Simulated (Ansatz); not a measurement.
Relaxed-ion elastic tensor of AlRu3N (anti-perovskite, Pm-3m) in GPa (Voigt order), plane-wave PAW PBEsol (Ansatz code); density 9.22 g/cm³, 12.40 Å³ per atom.

```
505  168  168  0.0  0.0  0.0
168  505  168  0.0  0.0  0.0
168  168  505  0.0  0.0  0.0
0.0  0.0  0.0  133  0.0  0.0
0.0  0.0  0.0  0.0  133  0.0
0.0  0.0  0.0  0.0  0.0  133
```

Question: Is the crystal mechanically stable?

Answer: Yes: the smallest eigenvalue of C is 133 GPa.

Question: Work out the Voigt, Reuss and Hill averages.

Answer: K_V = 281, K_R = 281, K_H = 281; G_V = 147, G_R = 145, G_H = 146 GPa.

Question: Give Young's modulus, Poisson's ratio, Pugh's ratio and the universal anisotropy index.

Answer: E = 9KG/(3K + G) = 374 GPa; ν = 0.28; K/G = 1.92 (ductile by the Pugh limit of 1.75); A_U = 5G_V/G_R + K_V/K_R − 6 = 0.07.

Question: Estimate the sound speeds and the Debye temperature.

Answer: v_l = √((K + 4G/3)/ρ) = 7180 m/s, v_t = √(G/ρ) = 3980 m/s, mean 4440 m/s; Θ = (h/k)(3n/4πV)^(1/3) v_m = 571 K.

Question: Give the Zener ratio and Young's modulus along [100], [110] and [111].

Answer: A = 2C44/(C11 − C12) = 0.79; 1/E = S11 − 2(S11 − S12 − S44/2)Γ with Γ = 0, 1/4, 1/3 gives 421, 361, 345 GPa.

Question: Solve the Christoffel equation for the three sound speeds along [100], [110], [111].

Answer: Eigenvalues of C_ijkl n_j n_l equal ρv². In km/s, slowest first: [100] 3.80, 3.80, 7.40; [110] 3.80, 4.28, 7.14; [111] 4.12, 4.12, 7.05.

The start of the workflow was typed in or built on a structure type; neither database checked (COD, Materials Project) lists it. Its standing as an ambient phase is unchecked. Symmetry was held in the PBEsol relaxation; whether a distortion lowers the energy is not shown. The workflow began spin-polarised and lost its moments. As this level gives no gap, shear constants depend on the k-mesh and smearing (Fermi–Dirac, 0.1 eV here).

Potentials: the earlier of the program's two PAW sets. The files were generated under PBE; for other functionals the program regenerates the frozen cores, and for LDA and PBEsol the local potential too.
